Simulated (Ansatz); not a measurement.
Here is the system:

LaSi$_{2}$Pt:
```xyz
8
Lattice="2.1823 -8.4561 0.0000 2.1823 8.4561 0.0000 0.0000 0.0000 4.2695" Properties=species:S:1:pos:R:3 pbc="T T T"
La     2.1823     6.6630     3.2021
La     2.1823    -6.6630     1.0674
Si     2.1823    -4.2422     3.2021
Si     2.1823     4.2422     1.0674
Si     2.1823    -0.6168     1.0674
Si     2.1823     0.6168     3.2021
Pt     2.1823    -3.0567     1.0674
Pt     2.1823     3.0567     3.2021
```

This is the r²SCAN-relaxed structure.

Question: All from DFT-r²SCAN in the program Ansatz with PAW potentials, unless another level is named. Give the electronic character.

Answer: metallic (no gap).

Question: What about the density of states at the Fermi level?

Answer: 0.31 states/eV per atom (mean over ±0.08 eV).

Question: Predict the formation energy from the elements (no fitted shifts).

Answer: -1.10 eV/atom.

Space group Cmcm. The workflow started from a Materials Project entry (that database holds measured and hypothetical structures alike); the Crystallography Open Database copy checked does not list it. Its standing as an ambient phase is unchecked. The r²SCAN relaxation kept the symmetry of its start; whether a distortion lowers the energy is not shown. No spin polarisation was allowed. The references are the lowest solids computed at this level, not always the standard phases. Scalar-relativistic: spin–orbit coupling is off unless named, which matters more the heavier the elements.

Potentials: the later of the program's two PAW sets.
